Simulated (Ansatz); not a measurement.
# Ansatz 0.2.0, relaxation: BaHF

The command:

```bash
ansatz run input.yaml --threads 2 --pin off --max-ram 2560MiB --backend cpu --events-out ev --progress --plain --runs-dir out
```

The input file (Ansatz 0.2.0, plane waves):

```yaml
crystal:
  lattice:
    - [4.055188, 0.0, 0.0]
    - [0.0, 4.055188, 0.0]
    - [0.0, 0.0, 6.625559]
  atoms:
    - { symbol: Ba, position: [0.0, 0.5, 0.215] }
    - { symbol: Ba, position: [0.5, 0.0, 0.785] }
    - { symbol: H, position: [0.0, 0.0, 0.0] }
    - { symbol: H, position: [0.5, 0.5, 0.0] }
    - { symbol: F, position: [0.0, 0.5, 0.65] }
    - { symbol: F, position: [0.5, 0.0, 0.35] }
  symmetry: { tolerance: 0.0003 }
kpoints:
  mp_grid: { grid: [6, 6, 4], shift: [0, 0, 0] }
magnetization:
  spin_polarized: false
scf:
  occupations: { method: gaussian, width: 0.0145 }
  lower_state_search: "off"
hamiltonian:
  pseudopotentials: { kind: paw }
  xc: pbe
basis:
  ecutwfc: 420
  fft_grid_basis: typed
relax:
  max_steps: 40
  f_tol: 0.03
output:
  forces: true
  stress: true
  eigenvalues: true
  bader: true
  populations: true
  elf: true
  write_potential: true
  volumetric_format: npy
  dos:
    e_range: [-12, 8]
    de: 0.05
    projected: { site_lists: { Ba: [Ba], F: [F], H: [H] } }
  write_density: true
checkpoint:
  read: saved_state
```

Origin of the cell: a known structure type with other elements, at an estimated volume, so it need not be a known compound.

The saved state is a converged single point of the same cell.

Output (shortened):

```
Warning: output.stress: scf.convergence.dr2_threshold = 1e-7 eV (the SCF's general default) is looser than the 6e-10 eV advised for a printed stress (1e-10 eV for each atom of the cell: 6). W […]
Pseudopotentials: kind: paw
Pseudopotential: Ba, paw, valence charge 10, recommended cutoff 420 eV (normal), Ba.paw.azcp
Pseudopotential: H, paw, valence charge 1, recommended cutoff 420 eV (normal), H.paw.azcp
Pseudopotential: F, paw, valence charge 7, recommended cutoff 420 eV (normal), F.paw.azcp
Functional definition: PBE
  exchange = pbe_x(kappa = kappa, mu = beta*pi^2/3)
  correlation = pbe_c(beta = beta)
Crystal: 6 atoms, lattice volume = 108.954 Å³
Basis set: ecut = 420 eV, 2111 PW (Γ), exchange–correlation on 60×60×90 points (8 copies of the dense FFT grid, shifted against one another)
Bands: 24, of which v1, the nominal top of the filled ones, is band 18 counted from 1 (17 counted from 0)
[… 10 lines left out …]
Initial density: read from a saved state, or passed on in memory by an earlier SCF of this step, an earlier step, the calling program or the single point that the run made first
Functional: x = pbe(κ = 0.804, μ = 0.219515), c = pbe(β = 0.066725)
SCF iter   1: F=—  HF=-13554.512574 eV  Δρ=3.20e-4  dr2=6.64e-5
SCF iter   2: F=—  HF=-13554.512924 eV  Δρ=1.66e-4  dr2=1.83e-5
SCF iter   3: F=—  HF=-13554.513030 eV  Δρ=9.30e-5  dr2=6.78e-6
SCF iter   4: F=—  HF=-13554.513034 eV  Δρ=1.95e-5  dr2=4.93e-7
SCF iter   5: F=-13554.513035 eV  HF=-13554.513035 eV  Δρ=3.78e-6  dr2=8.01e-9
relax step   1: F+E_penalty+E_count = -13554.513035 eV  Δ(F+E_penalty+E_count) = +0.000e0 eV  max|allowed force component| = 1.669e0 eV/Å  Δτ_max = 0.0000 Å  (5 SCF iters, accepted)
relax step   2: F+E_penalty+E_count = -13554.795986 eV  Δ(F+E_penalty+E_count) = -2.830e-1 eV  max|allowed force component| = 2.863e-1 eV/Å  Δτ_max = 0.1954 Å  (6 SCF iters, dr2 threshold 1.00e-4 eV, accepted)
relax step   3: F+E_penalty+E_count = -13554.823808 eV  Δ(F+E_penalty+E_count) = -2.782e-2 eV  max|allowed force component| = 4.507e-2 eV/Å  Δτ_max = 0.0709 Å  (6 SCF iters, dr2 threshold 5.12e-6 eV, accepted)
relax step   4: F+E_penalty+E_count = -13554.824446 eV  Δ(F+E_penalty+E_count) = -6.384e-4 eV  max|allowed force component| = 2.807e-3 eV/Å  Δτ_max = 0.0135 Å  (6 SCF iters, accepted)
SCF 4 converged in 6 iterations: F = -13554.824446 eV  dr2 = 2.43e-8
SCF converged after 6 iterations
Free energy (F): -13554.824446 eV
Harris-Foulkes:  -13554.824446 eV  (|F-HF|=2.37e-9)
Internal energy: -13554.824446 eV  (E = F + TS)
E sigma→0 (E₀):  -13554.824446 eV
Fermi energy:    7.379968 eV
--- Per-component energies (eV) ---
  E_band       = -154.681556
  E_kinetic    = 778.529955
  E_local      = -1891.491554  (includes V_loc(G=0)·N_el)
  E_nonlocal   = 263.109389
  E_hartree    = 701.082174
  E_xc         = -516.854347
  E_vxc        = -502.910171  (∫ρ·V_xc dr)
  E_paw        = -10852.973196  (= ΣΔE_a)
  E_vpaw       = -204.081311  (= ΣTr[D̂ρ^β])
  E_aug_tail   = 0.001741  (compensation charges beyond the density's cutoff)
  E_ewald      = -2036.228607
  E_smearing   = -0.000000  (= −TS)
  Σ components = -13554.824446   (vs F -13554.824446, Δ=0.00e0)
--- Forces (eV/Å), atoms counted from 1 ---
  atom   1  Ba     0.000000     0.000000    -0.000317
  atom   2  Ba     0.000000     0.000000     0.000317
  atom   3  H      0.000000     0.000000     0.000000
  atom   4  H      0.000000     0.000000     0.000000
  atom   5  F      0.000000     0.000000     0.002807
  atom   6  F      0.000000     0.000000    -0.002807
  max |Σ_I F_I| component: 0.0 eV/Å
--- Stress (GPa, compression-positive) ---
       -0.781760       0.000000       0.000000
        0.000000      -0.781760       0.000000
        0.000000       0.000000       1.342306
  P = ⅓ Tr σ = -0.0737 GPa (-0.737 kbar)
--- Relaxed structure (4 steps of the walk, 4 accepted, 0 SCFs on fresh bases) ---
  F+E_penalty+E_count = -13554.824446 eV   max|allowed force component| = 2.807e-3 eV/Å
  atoms:
    - { symbol: Ba, position: [0.0, 0.5, 0.241703] }
    - { symbol: Ba, position: [0.5, 0.0, 0.758297] }
    - { symbol: H, position: [0.0, 0.0, 0.0] }
    - { symbol: H, position: [0.5, 0.5, 0.0] }
    - { symbol: F, position: [0.0, 0.5, 0.639180] }
    - { symbol: F, position: [0.5, 0.0, 0.360820] }
--- Löwdin populations: 6 sites ---
  site symbol       q [e]
     0     Ba      8.2949
     1     Ba      8.2949
     2      H      1.6852
     3      H      1.6852
     4      F      7.7798
     5      F      7.7798
  spilling = 0.013341 (of n_electrons = 36.000000)
--- Bader charges: 6 sites ---
  site symbol  charge [e]  shift [e]
     0     Ba      1.5137     0.0000
     1     Ba      1.5137     0.0000
     2      H     -0.6610     0.0000
     3      H     -0.6610     0.0000
     4      F     -0.8528     0.0000
     5      F     -0.8528     0.0000
  estimated error of the sums over rays = 1.6e-4 e
```

The starting structure.

Space group P4/nmm (No. 129); the run's cell has a = 4.055 Å, b = 4.055 Å, c = 6.626 Å, α = 90.00°, β = 90.00°, γ = 90.00°. Shortest distances: Ba–H 2.48 Å, H–H 2.87 Å, Ba–F 2.88 Å, F–H 3.08 Å, F–F 3.49 Å.

The relaxed structure.

Space group P4/nmm (No. 129); the run's cell has a = 4.055 Å, b = 4.055 Å, c = 6.626 Å, α = 90.00°, β = 90.00°, γ = 90.00°. Shortest distances: Ba–H 2.58 Å, Ba–F 2.63 Å, H–H 2.87 Å, F–H 3.13 Å, F–F 3.41 Å.

```
Free energy lowered by                                                                 : 51.9 meV/atom
Final pressure                                                                         : -0.07 GPa
Relaxation steps listed                                                                : 4
Formation energy (elements under the same functional, gases as molecules, uncorrected) : -2.136 eV/atom
```

Caveats: the SCF threshold is looser than advised for a stress; the relaxation held the start's symmetry, so the end may be a saddle point.

It ran for 40 s on 2 threads of AMD EPYC 7R43 64-Core Processor (Zen 3), with other jobs on the host, peak memory 0.45 GiB, from a saved density.
